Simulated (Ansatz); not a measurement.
Cu Kα1 powder pattern (kinematic, no thermal factors).
2θ (°) (relative intensity): 16.37 (5, 1 1 1), 26.89 (25, 2 2 0), 31.64 (100, 3 1 1), 33.09 (41, 2 2 2), 38.40 (5, 4 0 0), 42.00 (1, 3 3 1), 47.50 (11, 4 2 2), 50.58 (37, 5 1 1), 55.42 (33, 4 4 0), 58.20 (1, 5 3 1), 62.66 (5, 6 2 0), 65.24 (13, 5 3 3), 66.09 (18, 6 2 2), 69.44 (1, 4 4 4), 75.93 (6, 6 4 2), 78.31 (24, 7 3 1), 82.24 (6, 8 0 0), 88.46 (3, 8 2 2)

The pattern is computed from a structure relaxed with DFT PBE, scalar-relativistic, plane waves, PAW in Ansatz 0.2.0. No spin polarisation. Its elements are Pb, Tl.

Give the structure.

TlPb₂.
Space group Fd-3m:1 (No. 227). a = 9.370 Å, b = 9.370 Å, c = 9.370 Å, α = 90.00°, β = 90.00°, γ = 90.00°
```csv
atom,site,symmetry,x,y,z
Tl,8b,-43m,0.0000,0.0000,0.5000
Pb,16c,.-3m,0.1250,0.1250,0.1250
```

A pattern alone doesn't exclude other cells with like lines; this is the one computed.

It was reached by relaxing an invented guess, and it needn't be the stable form of this composition.
